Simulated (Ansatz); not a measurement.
# NiO (rock salt): scan of one atom of the cell

NiO (rock salt)

```xyz
2
Lattice="0.0000 2.0943 2.0943 2.0943 0.0000 2.0943 2.0943 2.0943 0.0000" Properties=species:S:1:pos:R:3 pbc="T T T"
O      0.0000     0.0000     0.0000
Ni     2.0943     2.0943     2.0943
```

Scan: atom 2 (Ni, nearest neighbour O at 2.094 Å; its periodic images, 3.0 Å or more away, move with it) is displaced towards the nearest neighbour, direction (-1.000, 0.000, 0.000) in Cartesian axes, by s. The other atoms stay.

Calculation: r2SCAN (plane waves to 500 eV, PAW, scalar-relativistic; Ansatz, a quantum-chemistry and plane-wave program). k mesh 11×11×11 (Γ-centred), Fermi-Dirac smearing 0.05 eV. Energies are smeared free energies. Stress and pressure are positive under compression. F∥ is the force on the atom along that direction. NiO is run spin-polarised and with no Hubbard U; the real compound is an antiferromagnetic insulator, a state that this run doesn't describe. NiO was relaxed with its symmetry unable to fall. Relaxed NiO ends ferromagnetic. The magnetic order is the one the run started from; other orders were not tried. ΔE is measured from the undisplaced structure.

```tsv
s (Å)	ΔE (eV/cell)	moment (μB/cell)	P (GPa)	F∥ (eV/Å)
-0.210	0.1120	2.00	4.7	1.399
-0.168	0.0635	2.00	2.9	0.933
-0.126	0.0320	2.00	1.5	0.586
-0.084	0.0130	2.00	0.7	0.333
-0.042	0.0030	2.00	0.2	0.148
0.000	0.0000	2.00	0.0	0.000
0.042	0.0030	2.00	0.2	-0.148
0.084	0.0130	2.00	0.7	-0.333
0.126	0.0320	2.00	1.5	-0.586
0.168	0.0635	2.00	2.9	-0.933
0.210	0.1120	2.00	4.7	-1.399
```

Derived quantities:

* **Energy at s = 0.210 Å**: 112.0 meV/cell
* **Force along the line at s = -0.210 Å**: 1.40 eV/Å
* **Symmetry of the curve**: even: the same for both signs
* **Shape of the curve**: a single well with its minimum at or next to zero displacement
* **Force constant k = d²E/ds² at s = 0 (finite differences)**: 3.38 eV/Å²
* **Harmonic estimate at the end of the scan**: ½ks² = 74.6 meV/cell against the computed 112.0 meV/cell, so the well is stiffer than harmonic there
* **Zone-centre optical wavenumber from k (transverse: no LO-TO term)**: 271 cm⁻¹

(A displaced cell: forces are minus the slopes of the energy, force constants its curvatures, and phonons follow from these.)
